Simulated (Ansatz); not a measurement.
AlN (zinc blende, F-43m) at seven volumes, DFT-PBEsol in the program Ansatz with PAW potentials, scaled uniformly. One row is withheld.

```csv
V (Å³/atom),P (GPa)
9.539,22.74
9.854,14.03
10.168,6.51
10.483,0.03
10.797,?
11.112,-10.41
11.426,-14.58
```

**Question.** Fit the shown pressures and predict the withheld one.

**Answer.** Third-order Birch–Murnaghan: P = (3/2)B₀(x^(7/2) − x^(5/2))[1 + (3/4)(B′ − 4)(x − 1)] with x = (V₀/V)^(2/3). Least squares on the six rows gives V₀ = 10.485 Å³/atom, B₀ = 200.4 GPa, B′ = 3.88. At V = 10.797, x = 0.9806 and P = -5.55 GPa. The run itself gave -5.57 GPa.

Symmetry was held in the PBEsol relaxation.

Potentials: the earlier of the program's two PAW sets. The files were generated under PBE; for other functionals the program regenerates the frozen cores, and for LDA and PBEsol the local potential too.
